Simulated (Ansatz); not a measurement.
**Data sheet: ZnHgS₂ (DFT)**

ZnHgS₂:
```yaml
crystal:
  lattice:
    - [1.95245, 1.12725, 6.47931]
    - [-1.95245, 1.12725, 6.47931]
    - [0.00000, -2.25450, 6.47931]
  atoms:
    - { symbol: Zn, position: [0.50098, 0.50098, 0.50098] }
    - { symbol: Hg, position: [0.99636, 0.99636, 0.99636] }
    - { symbol: S, position: [0.86891, 0.86891, 0.86891] }
    - { symbol: S, position: [0.38377, 0.38377, 0.38377] }
```

Space group R3m (No. 160); conventional cell a = b = 3.9049 Å, c = 19.4379 Å, α = β = 90.00°, γ = 120.00°.

Method: LDA in the plane-wave PAW code Ansatz. Structure relaxed to zero pressure with the same functional. Other levels are named where they apply.

Cell and energy:

- Volume per atom: 21.39 Å³
- Density: 6.41 g/cm³
- Formation energy from the elements (no fitted shifts): -46 kJ/mol-atom

Electronic structure:

- Band gap: 0.33 eV (direct)
- Valence-band maximum: at Γ
- Conduction-band minimum: at Γ
- Electron effective mass: 0.047, 0.047, 0.075 mₑ (principal values)
- Hole effective mass, band 1 of 2 at the edge: 0.047 along x, 1.5 along z (mₑ)
- Hole effective mass, band 2 of 2 at the edge: 1.0 along x, 1.5 along z (mₑ)

Phonons:

- Highest zone-centre frequency (without LO–TO term): 336 cm⁻¹
- Zone-centre stability: no imaginary mode at Γ

The first step of the workflow began from a Materials Project structure, measured or hypothetical; the Crystallography Open Database copy checked does not list it. Its standing as an ambient phase is unchecked. Symmetry was held in the LDA relaxation. The references are the lowest solids computed at this level, not always the standard phases. Spin–orbit coupling is left out wherever it is not named.

Potentials: the later of the program's two PAW sets.
